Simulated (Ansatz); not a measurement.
**SiC: computed property card**

SiC:
```
SiC
1.0
    5.87683     0.00000     0.00000
    0.00000     3.14074     0.00000
    0.00000     0.00000     5.19615
Si C
4 4
Direct
  0.15909   0.25000   0.40497
  0.34091   0.75000   0.90497
  0.84091   0.75000   0.59503
  0.65909   0.25000   0.09503
  0.82668   0.25000   0.39413
  0.67332   0.75000   0.89413
  0.17332   0.75000   0.60587
  0.32668   0.25000   0.10587
```

Space group Pnma (No. 62); conventional cell a = 5.877 Å, b = 3.141 Å, c = 5.196 Å, α = 90.00°, β = 90.00°, γ = 90.00°.

Method: PBE in the plane-wave PAW code Ansatz. Structure relaxed to zero pressure with the same functional. Other levels are named where they apply.

**Cell and energy**

```yaml
volume_per_atom: 11.99 Å³
density: 2.78 g/cm³
Formation energy from the elements (no fitted shifts): -0.016 eV/atom
```

**Electronic structure**

```yaml
band_gap: 2.54 eV (indirect)
valence_band_maximum: at Γ
conduction_band_minimum: at U (k = 0.500, 0.000, 0.500)
smallest_direct_gap_on_the_standard_path: 3.04 eV
Weight of the conduction-edge state by species (Voronoi cells): Si 63 %, C 37 %
hole_effective_mass: 0.66, 1.5, 2.2 mₑ (principal values)
Weight of the valence-edge state by species (Voronoi cells): C 81 %, Si 19 %
```

The start of the workflow was typed in or built on a structure type; neither database checked (COD, Materials Project) lists it. It is not the phase usual at ambient conditions (space group No. 186, 216). The PBE relaxation kept the symmetry of its start; its stability against distortions is not shown here. The references are the lowest solids computed at this level, not always the standard phases.

Potentials: the later of the program's two PAW sets.
